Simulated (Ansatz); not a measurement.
The elements of this relaxed trial crystal are hidden behind letters.

```
lattice vectors (Å)
   3.9099    0.0000    0.0000
  -1.9550    3.3861    0.0000
   0.0000    0.0000    6.6308
fractional positions
X 0.0000 0.0000 0.5000
Z 0.0000 0.0000 0.0000
Q 0.3333 0.6667 0.0000
Q 0.6667 0.3333 0.0000
Q 0.3333 0.6667 0.5000
Q 0.6667 0.3333 0.5000
```

Theory: Ansatz, DFT PBE, scalar-relativistic, plane waves, PAW. Settings of the last relaxation (6-atom cell): 420 eV, 12×12×6 k points, Gaussian smearing of 0.10 eV, no spin polarisation.

```
Space group                                : P6/mmm (No. 191)
Conventional cell                          : a = 3.910 Å, c = 6.631 Å
Volume per atom                            : 14.63 Å³
Density                                    : 6.54 g/cm³
Formation energy                           : +0.18 eV/atom
Gap on the 12×12×6 mesh of the 6-atom cell : 0 eV (a metal)
```

Energies are uncorrected and count from the elements' standard states at the same level.

Q: X is a p-block element of period 4, Z is a p-block element of period 6 and Q is a p-block element of period 2. Which elements are they?

A: X = Ge, Z = Bi, Q = O, so the formula is GeBiO4. Density times volume gives a mean mass of 6.54 × 14.63/1.6605 = 57.6 u per atom, and this set has 57.6 u. Around Ge lie 6 O at 2.26 Å; Bi has 6 O at 2.26 Å; O on its first site has 3 Bi at 2.26 Å and 3 O at 2.26 Å; 1 more site not described. Other sets within the hints have nearly the same mass, so mass alone doesn't settle it; this one was computed.

These runs have no spin–orbit coupling, which can matter for Bi. An odd number of electrons in the primitive cell allows no gap without spin; a larger cell or a magnetic state could open one. The cell is a metal run without spin; a magnetic state may lie lower. A structure relaxed within its symmetry needn't be a true minimum. Another cell of GeBiO4 relaxed alike, in P4/mmm, lies 0.96 eV/atom lower, so this cell isn't the stable form at this level.
